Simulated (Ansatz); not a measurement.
Input for Ansatz (plane-wave DFT, PAW):

```yaml
crystal:
  lattice:
    - [3.976, 0.0, 0.0]
    - [-1.988, 3.4433170054, 0.0]
    - [0.0, 0.0, 6.432]
  atoms:
    - { symbol: Mn, position: [0.3333333333, 0.6666666667, 0.0], spin: 4.0 }
    - { symbol: Mn, position: [0.6666666667, 0.3333333333, 0.5], spin: 4.0 }
    - { symbol: S, position: [0.3333333333, 0.6666666667, 0.385] }
    - { symbol: S, position: [0.6666666667, 0.3333333333, 0.885] }
basis:
  ecutwfc: 420
kpoints:
  mp_grid: { grid: [6, 6, 4] }
hamiltonian:
  xc: pbesol
scf:
  occupations: { method: gaussian, width: 0.1 }
  lower_state_search: "off"
output:
  forces: true
  stress: true
  eigenvalues: true
  populations: true
magnetization:
  spin_polarized: true
```

Command:
```bash
ansatz run input.yaml --threads 1 --pin off --max-ram 2560MiB --backend cpu --events-out ev --progress --plain --runs-dir out
```

Computed with Ansatz 0.2.0, DFT PBEsol, scalar-relativistic, plane waves, PAW.

Abridged output:

```
Pseudopotentials: kind: paw
Pseudopotential: Mn, paw, valence charge 15, recommended cutoff 420 eV (normal)
Pseudopotential: S, paw, valence charge 6, recommended cutoff 420 eV (normal)
Functional definition: PBEsol
Crystal: 4 atoms, lattice volume = 88.058 Å³
Basis set: ecut = 420 eV, 1761 PW (Γ), exchange–correlation on 54×54×90 points (8 copies of the dense FFT grid, shifted against one another)
Bands: 30, of which v1, the nominal top of the filled ones, is band 21 counted from 1 (20 counted from 0)
Symmetry: 12 space group operations
Space group: P63mc (ITA 186), of the structure as read, at distance tolerance 4.4e-5 Å
Magnetic group: BNS 186.203 (UNI 1433), of the structure as read, at distance tolerance 4.4e-5 Å
k-points: 21 of 144 (time reversal used)
Initial density: superposition of atomic densities (chi_scale 0.1, normalization cell, long waves kept (reshape's long-wave potential 0.00 eV rms))
Starting moments: Σ|m| = 8 μB on 2 of 4 sites
Initial wavefunctions: pseudopotential atomic-orbital guess
Functional: x = pbesol(κ = 0.804, μ = 0.12345679), c = pbesol(β = 0.046)
SCF iter   1: F=—  HF=-9510.666402 eV  |F-HF|=—  |Δ(HF+E_count)|=         —  Δρ=6.72e-2 (↑6.60e-2 ↓6.72e-2) dr2=1.69e1  dr2_m=3.73e-2  M=7.779 μB ∫|m|=7.779 μB  β_m=0.30  ethr=3.10e-3  ⟨swp⟩=5.4  Hψ=4912  notcnv=0
spin=Collinear: Kerker preconditioning applied to the charge; magnetization (m = ρ↑ − ρ↓) channel mixes plain (no charge-response kernel on spin).
SCF iter   2: F=—  HF=-9508.544969 eV  |F-HF|=—  |Δ(HF+E_count)|=    2.12e0  Δρ=3.15e-2 (↑3.15e-2 ↓3.10e-2) dr2=5.39e-1  dr2_m=6.78e-1  M=9.481 μB ∫|m|=9.481 μB  β_m=0.30  ethr=3.10e-3  ⟨swp⟩=3.0  Hψ=2925  notcnv=0  defer=85
Mixer restart at iter 2: flushing history
spin-set hold released at iteration 2 (the charge has settled, or the pull on large starting moments outlasts its swing): the magnetisation degrees of freedom join the quasi-Newton model from the next iteration; the mixer history was flushed
SCF iter   3: F=—  HF=-9508.557156 eV  |F-HF|=—  |Δ(HF+E_count)|=   1.22e-2  Δρ=2.54e-2 (↑2.54e-2 ↓2.40e-2) dr2=3.72e-1  dr2_m=4.27e-1  M=9.590 μB ∫|m|=9.590 μB  β_m=0.62  ethr=1.28e-3  ⟨swp⟩=2.1  Hψ=1786  notcnv=0  defer=77
SCF iter   4: F=—  HF=-9508.632432 eV  |F-HF|=—  |Δ(HF+E_count)|=   7.53e-2  Δρ=5.38e-3 (↑5.38e-3 ↓4.43e-3) dr2=7.68e-2  dr2_m=1.30e-3  M=9.907 μB ∫|m|=9.907 μB  β_m=0.62  ethr=8.85e-4  ⟨swp⟩=2.5  Hψ=2061  notcnv=0  defer=77
SCF iter   5: F=—  HF=-9508.624617 eV  |F-HF|=—  |Δ(HF+E_count)|=   7.82e-3  Δρ=1.63e-3 (↑1.45e-3 ↓1.63e-3) dr2=1.21e-2  dr2_m=2.45e-4  M=9.898 μB ∫|m|=9.898 μB  β_m=0.75  ethr=1.83e-4  ⟨swp⟩=2.5  Hψ=2098  notcnv=0  defer=75
SCF iter   6: F=—  HF=-9508.627159 eV  |F-HF|=—  |Δ(HF+E_count)|=   2.54e-3  Δρ=7.64e-4 (↑7.64e-4 ↓7.61e-4) dr2=4.05e-3  dr2_m=1.97e-5  M=9.892 μB ∫|m|=9.892 μB  β_m=0.88  ethr=2.88e-5  ⟨swp⟩=1.9  Hψ=1814  notcnv=0  defer=75
SCF iter   7: F=—  HF=-9508.629209 eV  |F-HF|=—  |Δ(HF+E_count)|=   2.05e-3  Δρ=2.63e-4 (↑2.44e-4 ↓2.63e-4) dr2=2.39e-4  dr2_m=2.36e-5  M=9.893 μB ∫|m|=9.893 μB  β_m=0.94  ethr=9.65e-6  ⟨swp⟩=2.0  Hψ=1631  notcnv=0  defer=75
SCF iter   8: F=—  HF=-9508.629538 eV  |F-HF|=—  |Δ(HF+E_count)|=   3.29e-4  Δρ=7.83e-5 (↑5.41e-5 ↓7.83e-5) dr2=1.67e-5  dr2_m=4.29e-7  M=9.893 μB ∫|m|=9.893 μB  β_m=0.97  ethr=5.69e-7  ⟨swp⟩=2.0  Hψ=1692  notcnv=0  defer=75
SCF iter   9: F=—  HF=-9508.629554 eV  |F-HF|=—  |Δ(HF+E_count)|=   1.60e-5  Δρ=2.03e-5 (↑1.91e-5 ↓2.03e-5) dr2=2.29e-6  dr2_m=1.89e-8  M=9.893 μB ∫|m|=9.893 μB  β_m=0.98  ethr=3.99e-8  ⟨swp⟩=2.0  Hψ=1683  notcnv=0  defer=75
SCF iter  10: F=—  HF=-9508.629556 eV  |F-HF|=—  |Δ(HF+E_count)|=   2.50e-6  Δρ=1.05e-5 (↑1.05e-5 ↓7.45e-6) dr2=2.46e-7  dr2_m=4.65e-9  M=9.893 μB ∫|m|=9.893 μB  β_m=0.99  ethr=5.45e-9  ⟨swp⟩=2.0  Hψ=1655  notcnv=0  defer=75
SCF iter  11: F=-9508.629556 eV  HF=-9508.629556 eV  |F-HF|=6.10e-9  |Δ(HF+E_count)|=   5.45e-8  Δρ=2.04e-6 (↑2.04e-6 ↓1.95e-6) dr2=1.58e-8  dr2_m=1.75e-10  M=9.893 μB ∫|m|=9.893 μB  ethr=2.38e-10  ⟨swp⟩=7.2  Hψ=5510  notcnv=0
SCF 1 converged in 11 iterations: F = -9508.629556 eV  dr2 = 1.58e-8
SCF converged after 11 iterations
Magnetization: 9.8931 μB (25.9465 up, 16.0535 down)
Absolute magnetization: 9.8931 μB (∫|ρ↑−ρ↓|, with the PAW one-centre terms)
Spin contamination: 0.0288 ħ² per cell (⟨S²⟩ above its minimum at these occupations)
Per-site moments (μB) at R_I (Å): [(4.14901976, 0.99485660), (4.14901976, 0.99485660), (0.12821888, 0.99485660), (0.12821888, 0.99485660)]
Free energy (F): -9508.629556 eV
Harris-Foulkes:  -9508.629556 eV  (|F-HF|=6.10e-9)
Internal energy: -9508.623647 eV  (E = F + TS)
E sigma→0 (E₀):  -9508.626602 eV
Entropy (-TS):   -0.005909 eV (-1.477 meV/atom)
Fermi energy:    7.392093 eV
--- Per-component energies (eV) ---
  E_band       = -716.353999
  E_kinetic    = 810.109554
  E_local      = -5607.438427  (includes V_loc(G=0)·N_el)
  E_nonlocal   = 562.815246
  E_hartree    = 2298.270761
  E_xc         = -411.443673
  E_vxc        = -456.224277  (∫ρ·V_xc dr)
  E_paw        = -3720.872105  (= ΣΔE_a)
  E_vpaw       = -622.164216  (= ΣTr[D̂ρ^β])
  E_aug_tail   = -0.000016  (compensation charges beyond the density's cutoff)
  E_ewald      = -3440.528187
  E_core_change = 0.463199  (= ΣΔE_core)
  E_smearing   = -0.005909  (= −TS)
--- Forces (eV/Å), atoms counted from 1 ---
  atom   1  Mn     0.00000000     0.00000000     0.17474353
  atom   2  Mn     0.00000000     0.00000000     0.17474353
  atom   3  S      0.00000000     0.00000000    -0.17476856
  atom   4  S      0.00000000     0.00000000    -0.17476856
--- Stress (GPa, compression-positive) ---
       -1.281359       0.000000       0.000000
        0.000000      -1.281359       0.000000
        0.000000       0.000000      -2.908633
  P = ⅓ Tr σ = -1.8238 GPa (-18.238 kbar)
--- Band table (eV; the first three rows and the last of 42) ---
  k-point 0 ↑: bands = ["-74.3489", "-74.3488", "-43.2247", "-43.2214", "-43.2209", "-43.2209", "-43.2203", "-43.2203", "-6.5742", "-5.8683", "1.5862", "2.4553", "2.4553", "2.5597", "2.5597", "2.6126", "4.0553", "4.0553", "4.3136", "4.3136", "4.5588", "6.6899", "6.6899", "7.3811", "7.6249", "7.6249", "8.2523", "9.8552", "12.9388", "12.9388"]
  k-point 1 ↑: bands = ["-74.3489", "-74.3488", "-43.2242", "-43.2219", "-43.2208", "-43.2208", "-43.2204", "-43.2204", "-6.4802", "-5.9823", "1.7010", "2.4236", "2.4620", "2.4620", "2.5353", "2.5353", "4.1038", "4.1038", "4.2881", "4.2881", "4.8981", "6.6568", "6.8140", "6.8140", "7.4753", "7.4753", "9.1001", "9.8947", "12.8407", "12.9897"]
  k-point 2 ↑: bands = ["-74.3489", "-74.3489", "-43.2230", "-43.2230", "-43.2206", "-43.2206", "-43.2206", "-43.2206", "-6.2411", "-6.2411", "2.0264", "2.0264", "2.4900", "2.4900", "2.4900", "2.4900", "4.2070", "4.2070", "4.2070", "4.2070", "5.7135", "5.7135", "7.1320", "7.1320", "7.1320", "7.1320", "9.8494", "9.8494", "12.7695", "12.7695"]
  k-point 20 ↓: bands = ["-69.7185", "-69.7185", "-38.6745", "-38.6745", "-38.6735", "-38.6735", "-38.6622", "-38.6622", "-5.4120", "-5.4120", "2.5817", "2.5817", "3.1637", "3.1637", "4.3197", "4.3197", "7.6230", "7.6230", "8.2815", "8.2815", "8.5620", "8.5620", "8.6877", "8.6877", "9.2004", "9.2004", "12.8180", "12.8180", "13.6887", "13.6887"]
--- Löwdin populations: 4 sites ---
  site symbol q [e]    m [muB]
     0     Mn     13.9602     4.5559
     1     Mn     13.9602     4.5559
     2      S      6.8736     0.2913
     3      S      6.8736     0.2913
  spilling = 0.007915 (of n_electrons = 42.000000)
```

Self-consistency was reached.

Time: 27 s on 1 thread of Intel(R) Xeon(R) Processor @ 2.50GHz (Skylake/Cascade Lake), with other jobs on the host, peak memory 0.39 GiB.

The k mesh is coarse. Moments started parallel, and an antiferromagnetic order may lie lower.